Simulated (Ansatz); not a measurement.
Input:

CdTe:
```cif
data_Cd4Te4
_chemical_formula_sum 'Te4 Cd4'
_space_group_name_H-M_alt 'Fm-3m'
_space_group_IT_number 225
_space_group_name_Hall '-F 4 2 3'
_cell_length_a 6.08341
_cell_length_b 6.08341
_cell_length_c 6.08341
_cell_angle_alpha 90.000
_cell_angle_beta 90.000
_cell_angle_gamma 90.000
loop_
_atom_site_label
_atom_site_type_symbol
_atom_site_symmetry_multiplicity
_atom_site_Wyckoff_symbol
_atom_site_fract_x
_atom_site_fract_y
_atom_site_fract_z
_atom_site_occupancy
Te1 Te 4 a 0.00000 0.00000 0.00000 1
Cd1 Cd 4 b 0.50000 0.50000 0.50000 1
```
(The calculation used a cell of 2 atoms; values per cell refer to that cell.)

This is the r²SCAN-relaxed structure.

**Question.** All from the program Ansatz at the r²SCAN level (PAW), unless another level is named. Estimate the Young's modulus.

**Answer.** 61.8 GPa.

**Question.** Next, the elastic constants (relaxed ions, GPa)?

**Answer.** C11 = 91.5, C12 = 33.9, C44 = 20.7.

This is a known high-pressure phase of the composition, computed here at zero pressure and temperature. The r²SCAN relaxation kept the symmetry of its start; whether a distortion lowers the energy is not shown. As this level gives no gap, shear constants depend on the k-mesh and smearing (Fermi–Dirac, 0.1 eV here). Spin–orbit coupling is left out wherever it is not named.

Potentials: the later of the program's two PAW sets.
